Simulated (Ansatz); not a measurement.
## C2SeN2: input, output and frames of a trajectory

Theory: DFT PBE+D3(BJ), scalar-relativistic, plane waves, PAW (Ansatz 0.2.0). Cutoff 420 eV, shifted (0.5, 0.5, 0.0 steps) 2×2×1 k-points, Fermi–Dirac smearing of 0.026 eV. The mesh is coarse. No spin polarisation.

20 atoms, starting at 1.03 times the perfect crystal's volume (space group Cmce); Langevin thermostat at 300 K (friction 0.02 fs⁻¹), fixed cell; 300 steps of 2 fs. The run is short and not equilibrated.

The calculation finished and met its thresholds.

It took 13 min on 4 threads of Arm Neoverse V1 (shared host), peak memory 0.75 GiB.

Command:
```bash
ansatz run input.yaml --threads 4 --pin off --max-ram 9216MiB --backend cpu --events-out ev --progress --plain --runs-dir out
```

Input:
```yaml
crystal:
  lattice:
    - [4.4572115403, -3.6429956234, 0.0]
    - [4.4572115403, 3.6429956234, 0.0]
    - [0.0, 0.0, 13.1840799295]
  atoms:
    - { symbol: C, position: [1.0865715886, 0.3339786514, 0.5720201734] }
    - { symbol: C, position: [0.2159605163, 0.9776371526, 0.3510804389] }
    - { symbol: C, position: [0.7507347397, 0.5186020276, 0.1395119118] }
    - { symbol: C, position: [0.4695089299, 0.8379304782, 0.8674493171] }
    - { symbol: C, position: [-0.0406782211, 0.7444446407, 0.4056942316] }
    - { symbol: C, position: [0.8179427624, -0.0244139886, 0.6109572551] }
    - { symbol: C, position: [0.1526560563, 0.4981269316, 0.8807644627] }
    - { symbol: C, position: [0.5222562878, 0.1918657215, 0.0928152353] }
    - { symbol: Se, position: [0.7807445544, 0.2937570338, 0.6112023354] }
    - { symbol: Se, position: [0.3046443173, 0.7337159499, 0.4149604255] }
    - { symbol: Se, position: [0.7729086584, 0.1965613576, 0.166824802] }
    - { symbol: Se, position: [0.208080247, 0.7799358908, 0.9550767462] }
    - { symbol: "N", position: [0.2540092517, 0.3303656749, 0.5273410199] }
    - { symbol: "N", position: [0.147815104, 0.1509290141, 0.3020150137] }
    - { symbol: "N", position: [0.7660303553, 0.6886540833, 0.0973941596] }
    - { symbol: "N", position: [0.6674391532, 0.8282851026, 0.8508076779] }
    - { symbol: "N", position: [0.7685449676, 0.7433952469, 0.3770742677] }
    - { symbol: "N", position: [0.8080205929, 0.7730077062, 0.6181223241] }
    - { symbol: "N", position: [0.1722931919, 0.3353351255, 0.821781491] }
    - { symbol: "N", position: [0.3503959249, 0.1218368885, 0.06518158] }
basis:
  ecutwfc: 420
kpoints:
  mp_grid: { grid: [2, 2, 1], shift: [0.5, 0.5, 0.0] }
hamiltonian:
  xc: pbe
  dispersion: d3bj
scf:
  occupations: { method: fermi_dirac, width: 0.0259 }
  lower_state_search: "off"
  convergence: { dr2_threshold: 1.0e-07 }
output:
  forces: true
  stress: true
md:
  timestep: 2.0
  n_steps: 300
  ensemble: nvt_langevin
  temperature: 300.0
  initial_velocities: maxwell_boltzmann
  seed: 92226
  friction: 0.02
```

Output (its end):
```
...
  atom  20  N      0.78082365    -0.95703504     0.23125751
  max |Σ_I F_I| component: 2.66e-5 eV/Å
--- Stress (GPa, compression-positive) ---
       -4.235186      -1.736057       0.160884
       -1.736057      -2.132933       0.235716
        0.160884       0.235716       0.086898
  P = ⅓ Tr σ = -2.0937 GPa (-20.937 kbar)
--- Band table (eV) ---
  k-point 0: bands = ["-47.9425", "-47.9353", "-47.8700", "-47.8602", "-47.7533", "-47.7450", "-47.6657", "-47.6022", "-47.5973", "-47.5345", "-47.5292", "-47.5256", "-47.5238", "-47.4797", "-47.4700", "-47.4108", "-47.3498", "-47.2472", "-47.1758", "-47.1112", "-16.7911", "-16.6390", "-16.5608", "-16.4346", "-16.3894", "-16.3348", "-16.2489", "-16.1502", "-13.8452", "-13.8227", "-13.6364", "-13.3316", "-7.5525", "-7.5310", "-7.1320", "-7.0482", "-5.7341", "-5.5572", "-5.5191", "-4.9945", "-3.7218", "-3.5775", "-3.4906", "-3.4378", "-3.2564", "-3.1745", "-3.0768", "-2.9521", "-2.8817", "-2.8397", "-2.7296", "-2.6580", "-2.5962", "-2.5859", "-2.5213", "-2.4408", "-2.3680", "-2.2310", "-2.1775", "-2.0877", "-2.0318", "-1.9660", "-1.9021", "-1.8132", "-0.3899", "-0.2619", "-0.0810", "0.1993", "3.7111", "3.8344", "4.1742", "4.2962", "4.4042", "4.4882", "4.5886", "4.7619", "4.9346", "5.0634", "5.1918", "5.3738", "5.5789", "5.6678", "5.6979", "5.8115", "5.9259", "6.0764", "6.2385", "6.6508"]
  k-point 1: bands = ["-47.9425", "-47.9353", "-47.8700", "-47.8602", "-47.7533", "-47.7450", "-47.6657", "-47.6022", "-47.5973", "-47.5345", "-47.5292", "-47.5256", "-47.5238", "-47.4797", "-47.4700", "-47.4108", "-47.3498", "-47.2472", "-47.1758", "-47.1112", "-16.7806", "-16.6209", "-16.5607", "-16.4390", "-16.3851", "-16.3454", "-16.2611", "-16.1666", "-13.8412", "-13.8190", "-13.6328", "-13.3293", "-7.5587", "-7.5337", "-7.1417", "-7.0512", "-5.6943", "-5.5442", "-5.5224", "-4.9983", "-3.6929", "-3.5140", "-3.4177", "-3.3528", "-3.2948", "-3.1864", "-3.1102", "-3.0316", "-2.9773", "-2.9215", "-2.8114", "-2.7342", "-2.6264", "-2.4737", "-2.4279", "-2.3397", "-2.3104", "-2.2374", "-2.2044", "-2.1365", "-2.0776", "-2.0207", "-1.9369", "-1.8179", "-0.3594", "-0.2359", "-0.0836", "0.1737", "3.8766", "3.9430", "4.2049", "4.2198", "4.3855", "4.4636", "4.6190", "4.7324", "5.0214", "5.1523", "5.2477", "5.3765", "5.4655", "5.6470", "5.8152", "5.9507", "6.0722", "6.1553", "6.2319", "6.6774"]
--- MD trajectory: 300 steps, t = 0.0 → 600.0 fs ---
  final state: T = 385.2 K   F+E_penalty+E_count = -26943.84270262 eV   E_kin = 0.995782 eV
```

Frames along the run (Å, eV/Å; dE is the potential energy from the first frame):

```xyz
20
Lattice="4.457 -3.643 0.000 4.457 3.643 0.000 0.000 0.000 13.184" Properties=species:S:1:pos:R:3:forces:R:3 pbc="T T T" time_fs=0.00 dE_eV=0.0000 T_K=285
C     6.332   -2.742    7.542   -4.515    2.374    2.345
C     5.320    2.775    4.629    4.956    6.963   -5.512
C     5.658   -0.846    1.839   -1.626   -1.911    0.656
C     5.828    1.342   11.437   -2.882    1.076    2.074
C     3.137    2.860    5.349    0.398   -1.467   -0.006
C     3.537   -3.069    8.055   -1.766   -1.989    0.193
C     2.901    1.259   11.612   -0.168   -1.661   -2.117
C     3.183   -1.204    1.224   -4.947    2.133   -1.785
Se    4.789   -1.774    8.058    1.398    1.339    0.351
Se    4.628    1.563    5.471   -4.446   -4.850    3.892
Se    4.321   -2.100    2.199    1.806   -1.133    1.405
Se    4.404    2.083   12.592   -0.205   -0.636   -1.511
N     2.605    0.278    6.953    3.500   -2.698   -2.104
N     1.332    0.011    3.982   -0.394   -1.203    0.949
N     6.484   -0.282    1.284    2.110    1.442   -0.674
N     6.667    0.586   11.217    1.526   -0.833   -0.990
N     6.739   -0.092    4.971   -0.339    0.557    0.181
N     7.047   -0.128    8.149    1.279    0.957   -0.200
N     2.263    0.594   10.834    1.636    2.136    2.427
N     2.105   -0.833    0.859    2.680   -0.597    0.423
20
Lattice="4.457 -3.643 0.000 4.457 3.643 0.000 0.000 0.000 13.184" Properties=species:S:1:pos:R:3:forces:R:3 pbc="T T T" time_fs=66.00 dE_eV=-1.4731 T_K=532
C     6.042   -2.973    7.279    0.712   -0.122    0.614
C     5.645    2.721    4.592   -1.126   -1.966    1.099
C     5.670   -0.823    1.604    1.243    0.935   -0.419
C     5.777    1.093   11.783    2.623   -1.507   -3.298
C     3.176    2.789    5.316    0.284   -0.612   -0.156
C     3.454   -3.046    8.231   -0.089   -0.343   -0.515
C     2.966    0.929   11.689    1.356    0.888    0.398
C     2.943   -1.206    1.445   -1.198    2.405   -1.316
Se    4.842   -1.855    8.120    0.298    0.741    0.310
Se    4.611    1.584    5.461   -1.521   -1.764    1.097
Se    4.380   -2.076    2.089    0.963   -1.002    0.499
Se    4.310    1.984   12.477   -0.270   -0.067    0.230
N     2.599    0.185    6.949   -0.538    0.148   -0.001
N     1.702   -0.082    4.046    2.520    3.596   -2.523
N     6.609   -0.167    1.299   -1.589   -1.203    0.689
N     6.642    0.654   11.052   -2.871    1.419    3.068
N     6.629   -0.288    5.177   -0.265    0.608   -0.094
N     6.989   -0.105    8.173   -0.293   -0.319    0.153
N     2.027    0.459   11.204   -0.811   -0.484   -0.565
N     2.207   -0.416    0.962    0.572   -1.351    0.730
20
Lattice="4.457 -3.643 0.000 4.457 3.643 0.000 0.000 0.000 13.184" Properties=species:S:1:pos:R:3:forces:R:3 pbc="T T T" time_fs=134.00 dE_eV=-1.8752 T_K=324
C     6.115   -2.887    7.492   -0.463    0.243    0.788
C     5.528    2.721    4.565    3.376    1.968   -1.959
C     5.782   -0.878    1.764   -1.645   -1.620    0.379
C     5.593    0.996   11.639   -0.556    1.026    0.377
C     3.088    2.720    5.294   -0.879    0.514   -0.610
C     3.485   -3.228    8.161    2.967    2.408   -0.175
C     2.876    0.866   11.759    1.303    1.337    0.586
C     3.186   -1.045    1.411   -0.710    0.238   -0.206
Se    4.798   -1.864    8.206   -0.743    0.079    0.134
Se    4.492    1.484    5.360   -0.776   -0.764    0.684
Se    4.444   -2.193    1.981    1.058   -0.434    0.137
Se    4.191    1.938   12.529    0.751   -0.918   -0.436
N     2.692    0.294    7.263    1.050   -0.670   -0.692
N     1.942   -0.289    4.037   -2.339   -1.271    1.394
N     6.543   -0.023    1.675    1.589    1.191   -0.126
N     6.553    0.719   11.037   -0.024   -0.303    0.266
N     6.671   -0.174    5.062    0.608   -0.465    0.410
N     6.977   -0.176    8.256   -2.839   -2.074    0.118
N     1.970    0.513   11.144   -1.394   -0.908   -0.787
N     2.198   -0.537    1.074   -0.334    0.424   -0.283
20
Lattice="4.457 -3.643 0.000 4.457 3.643 0.000 0.000 0.000 13.184" Properties=species:S:1:pos:R:3:forces:R:3 pbc="T T T" time_fs=200.00 dE_eV=-2.1266 T_K=314
C     5.997   -2.865    7.846   -0.424    0.451    0.239
C     5.677    2.775    4.594    0.203    0.175   -0.449
C     5.832   -0.810    1.813    1.936    0.940    0.374
C     5.494    0.972   11.694   -0.420    0.817    1.037
C     3.060    2.647    5.012   -0.454    0.693    0.621
C     3.393   -3.083    8.282   -0.344    0.211   -0.373
C     2.890    0.997   11.433   -2.594   -1.174   -0.960
C     3.107   -1.111    1.200   -1.514    0.563   -0.724
Se    4.673   -1.726    8.289   -0.681    0.534    0.357
Se    4.554    1.486    5.253   -0.850   -0.231   -0.055
Se    4.439   -2.118    1.956    0.763    0.191    0.088
Se    4.041    1.962   12.432    1.632   -0.125   -0.379
N     2.559    0.400    7.468    1.479   -1.065   -0.562
N     1.901   -0.074    4.077    0.054    0.055    0.078
N     6.852   -0.193    1.886   -2.552   -1.377   -0.363
N     6.543    0.509   11.495    0.019   -0.235   -0.322
N     6.606   -0.253    5.048    1.000   -0.718   -0.186
N     6.927   -0.125    8.095   -0.038   -0.086    0.411
N     1.966    0.436   10.946    1.532    0.811    0.492
N     2.105   -0.706    0.728    1.254   -0.431    0.676
20
Lattice="4.457 -3.643 0.000 4.457 3.643 0.000 0.000 0.000 13.184" Properties=species:S:1:pos:R:3:forces:R:3 pbc="T T T" time_fs=266.00 dE_eV=-2.1364 T_K=365
C     5.929   -2.960    7.879    2.507   -2.535   -1.407
C     5.707    2.937    4.658    1.386    1.455   -1.733
C     5.914   -0.750    1.822   -1.466   -1.067    0.398
C     5.390    0.868   11.699    1.362   -0.601    0.054
C     3.269    2.756    5.026   -0.695    0.289    0.658
C     3.249   -2.890    8.249   -0.276   -0.677    0.192
C     2.832    1.012   11.350   -0.331   -0.266   -0.109
C     3.204   -1.134    1.083    2.849   -1.479    1.790
Se    4.750   -1.658    8.298   -1.454    0.431    0.203
Se    4.670    1.492    5.188   -0.261    0.347   -0.122
Se    4.529   -2.073    2.058    0.018    0.728   -0.457
Se    4.074    2.022   12.249    0.088    0.512   -0.196
N     2.268   -0.103    7.455   -1.873    1.942    1.171
N     1.788    0.182    4.074   -0.923   -1.735    1.383
N     6.813   -0.028    1.922    0.742    0.499   -0.133
N     6.345    0.233   11.444   -0.918    0.396    0.245
N     6.888   -0.073    5.102    0.457   -0.445   -0.269
N     6.819   -0.020    8.287    1.122    0.909   -0.133
N     2.073    0.276   10.860   -0.039    0.207   -0.290
N     2.409   -0.689    0.397   -2.294    1.091   -1.246
20
Lattice="4.457 -3.643 0.000 4.457 3.643 0.000 0.000 0.000 13.184" Properties=species:S:1:pos:R:3:forces:R:3 pbc="T T T" time_fs=334.00 dE_eV=-1.9124 T_K=319
C     6.072   -2.938    7.892    0.329   -0.387    0.038
C     5.676    2.840    4.633    1.018    0.340    0.055
C     6.050   -0.745    2.130   -0.424   -0.454   -0.437
C     5.424    0.878   11.940   -2.200    1.849    0.815
C     3.306    2.664    5.213   -3.469    2.620   -0.632
C     3.458   -3.008    8.444   -0.153    0.245   -0.528
C     2.856    0.912   11.486   -1.376   -0.611   -1.440
C     3.457   -1.025    1.032   -4.382    1.373   -0.572
Se    4.776   -1.657    8.284   -0.007   -0.364    0.154
Se    4.623    1.405    5.232    0.911   -0.070   -0.187
Se    4.570   -2.071    2.057    1.337    0.743    0.419
Se    4.016    2.027   12.312    0.716    0.759    0.333
N     2.409   -0.102    7.592   -0.399    0.563    0.182
N     1.892    0.119    4.344   -0.768   -0.953    0.004
N     6.969   -0.022    2.178   -0.616   -0.434   -0.309
N     6.227    0.153   11.584    2.343   -2.028   -0.608
N     6.892   -0.176    5.042    2.247   -1.987    0.913
N     6.994   -0.081    8.412    0.268    0.013    0.078
N     2.060    0.373   10.809    0.650    0.226    0.820
N     2.367   -0.611    0.688    3.974   -1.443    0.902
20
Lattice="4.457 -3.643 0.000 4.457 3.643 0.000 0.000 0.000 13.184" Properties=species:S:1:pos:R:3:forces:R:3 pbc="T T T" time_fs=400.00 dE_eV=-2.3553 T_K=363
C     6.264   -2.820    8.181   -1.622    0.589    0.088
C     5.646    2.726    4.746    0.882    0.812   -0.446
C     5.936   -0.618    1.875   -0.798   -1.269    0.449
C     5.431    0.835   12.128    1.747   -1.731   -0.084
C     3.080    2.614    5.392    0.686   -0.501   -0.223
C     3.449   -2.878    8.469   -0.193   -0.730    0.082
C     2.796    0.953   11.652    0.714    0.240    0.431
C     3.218   -1.061    1.406    4.046   -2.050    1.855
Se    4.799   -1.629    8.292    0.550    0.644    0.146
Se    4.486    1.398    5.304    0.078   -0.245    0.191
Se    4.684   -2.063    2.076   -0.364    1.208   -0.550
Se    4.132    2.172   12.253   -0.711   -0.440   -0.560
N     2.693    0.136    7.907    0.973   -0.740   -0.046
N     1.936   -0.105    4.332   -0.806   -0.850    0.494
N     6.884    0.050    1.876    0.448    0.230    0.261
N     6.288    0.009   12.104   -1.761    1.784   -0.089
N     6.633   -0.314    5.462   -0.826    0.757   -0.092
N     7.013    0.028    8.630    0.284    0.252   -0.190
N     2.065    0.088   11.377    0.031    0.325   -0.342
N     2.307   -0.613    0.909   -3.357    1.715   -1.375
20
Lattice="4.457 -3.643 0.000 4.457 3.643 0.000 0.000 0.000 13.184" Properties=species:S:1:pos:R:3:forces:R:3 pbc="T T T" time_fs=466.00 dE_eV=-2.4006 T_K=340
C     6.159   -2.791    8.064   -0.868    0.390    0.341
C     5.540    2.739    4.913   -1.170   -1.042    0.487
C     6.016   -0.818    2.009    0.473    0.824    0.440
C     5.576    0.932   12.112   -2.173    2.622    0.007
C     2.902    2.814    5.459    0.855   -0.923   -0.202
C     3.532   -3.012    8.311   -1.936   -1.615    1.199
C     2.981    1.005   11.660    0.526    0.630    0.461
C     3.304   -1.136    1.442   -1.592    1.457   -0.329
Se    4.787   -1.641    8.300   -0.609    1.131   -0.037
Se    4.266    1.477    5.400   -0.213    0.333    0.119
Se    4.674   -2.140    2.155    0.217   -0.165   -0.135
Se    4.298    2.335   12.167   -0.737   -1.431   -0.651
N     2.548    0.092    7.919    1.674   -1.447   -0.281
N     1.787   -0.069    4.546    1.048    1.077   -0.431
N     6.877   -0.023    2.124   -0.798   -1.089   -0.195
N     6.286    0.040   12.101    2.068   -2.109   -0.076
N     6.448   -0.124    5.584   -0.499    0.509   -0.263
N     7.125   -0.136    8.597    1.730    1.568   -0.900
N     2.202    0.176   11.397    0.320    0.369   -0.054
N     2.341   -0.534    1.105    1.685   -1.088    0.501
20
Lattice="4.457 -3.643 0.000 4.457 3.643 0.000 0.000 0.000 13.184" Properties=species:S:1:pos:R:3:forces:R:3 pbc="T T T" time_fs=534.00 dE_eV=-2.5521 T_K=215
C     6.068   -3.011    8.009   -0.630    1.337    0.609
C     5.486    2.818    5.096   -0.398   -0.404    0.031
C     5.957   -0.796    2.121    0.443    0.174   -0.340
C     5.743    1.144   11.980    0.497   -0.655    0.408
C     2.799    2.876    5.365    0.058    0.486    0.008
C     3.535   -2.986    8.392   -0.182   -0.087    0.137
C     3.070    1.023   11.770    0.072    0.465   -0.215
C     3.312   -1.056    1.600    0.612   -0.240    0.382
Se    4.789   -1.613    8.241    0.358   -0.769   -0.252
Se    4.140    1.548    5.355    0.006    0.109   -0.187
Se    4.603   -2.218    2.064    1.457   -0.010    0.422
Se    4.337    2.397   12.220   -0.279   -1.080   -0.826
N     2.489   -0.115    7.914    0.600   -0.682    0.076
N     1.964   -0.177    4.868    0.214    0.473   -0.050
N     6.835   -0.010    2.108   -1.115   -1.170    0.040
N     6.606    0.346   11.950   -0.855    0.798    0.032
N     6.499    0.125    5.416    0.130   -0.706   -0.118
N     7.295   -0.261    8.569   -0.136    0.220   -0.180
N     2.269    0.266   11.371    0.585    0.528    0.403
N     2.473   -0.346    1.267   -1.437    1.211   -0.382
20
Lattice="4.457 -3.643 0.000 4.457 3.643 0.000 0.000 0.000 13.184" Properties=species:S:1:pos:R:3:forces:R:3 pbc="T T T" time_fs=600.00 dE_eV=-2.6712 T_K=385
C     6.174   -2.886    8.253    1.274   -1.244    0.217
C     5.518    2.856    5.213    2.571    1.851   -0.494
C     5.945   -0.925    1.983    1.913    1.732   -0.367
C     5.810    1.253   12.169   -2.481    1.439   -0.185
C     2.716    2.867    5.166    0.681   -0.221   -0.014
C     3.513   -3.048    8.427   -1.178   -0.705    0.030
C     2.961    1.228   11.779    2.111    1.319    0.722
C     3.171   -0.887    1.720   -0.694    1.179    0.147
Se    4.781   -1.626    8.260   -0.205   -0.575    0.314
Se    4.147    1.581    5.211   -0.496    0.084   -0.073
Se    4.473   -2.151    2.072    0.731   -0.175   -0.407
Se    4.367    2.483   12.187   -0.496   -0.408   -0.469
N     2.605   -0.022    8.274   -1.354    1.106   -0.077
N     2.048   -0.113    5.124   -2.814   -1.674    0.289
N     6.909   -0.223    1.878   -2.743   -1.859    0.538
N     6.659    0.486   12.203    1.861   -1.487   -0.103
N     6.285   -0.029    5.071    0.063   -0.058    0.228
N     7.106   -0.207    8.538    1.470    1.424   -0.330
N     2.060    0.567   11.500   -0.995   -0.770   -0.198
N     2.341   -0.070    1.553    0.781   -0.957    0.231
```